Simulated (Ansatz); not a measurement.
A relaxed cell of MgTlSe is given with its symmetry left out. The cell was found from a structure generator's guess, not taken from experiment.

Level of theory: DFT PBE, scalar-relativistic, plane waves, PAW in Ansatz 0.2.0. Cutoff 420 eV, Γ-centred mesh, Gaussian smearing, no spin polarisation.

```xyz
3
Lattice="3.6701 0.0000 0.0000 0.0000 3.6701 0.0000 0.0000 0.0000 7.0457" Properties=species:S:1:pos:R:3 pbc="T T T"
Mg    0.0000    0.0000    0.0000
Tl    0.0000    0.0000    3.5228
Se    1.8350    1.8350    0.0000
```

Energies over the elements count from the elements' standard structures at the same level, with no fitted energy shifts.

Task: What space group does it have?

Result: P4/mmm (No. 123). Conventional cell: a = 3.670 Å, c = 7.046 Å. Mg has 4 Se at 2.60 Å and 2 Tl at 3.52 Å; Tl has 2 Mg at 3.52 Å and 4 Tl at 3.67 Å; around Se lie 4 Mg at 2.60 Å.

Task: What is its formation energy per atom?

Result: −0.39 eV/atom. It lies below the elements, which doesn't yet make it stable against other compounds or structures.

Task: Is it a metal?

Result: Yes, bands cross the Fermi level on the 12×12×8 mesh.

The last run used a 12×12×8 mesh (in the run's order of axes) for its 3-atom cell and Gaussian smearing of 0.10 eV. Spin–orbit coupling, which can matter for Tl, is left out. An odd number of electrons in the primitive cell allows no gap without spin; a larger cell or a magnetic state could open one. The cell is a metal run without spin; a magnetic state may lie lower. The reference form of Se is held partly by dispersion forces, which this level lacks. Symmetry constrained the relaxation, so the result can be a saddle point.
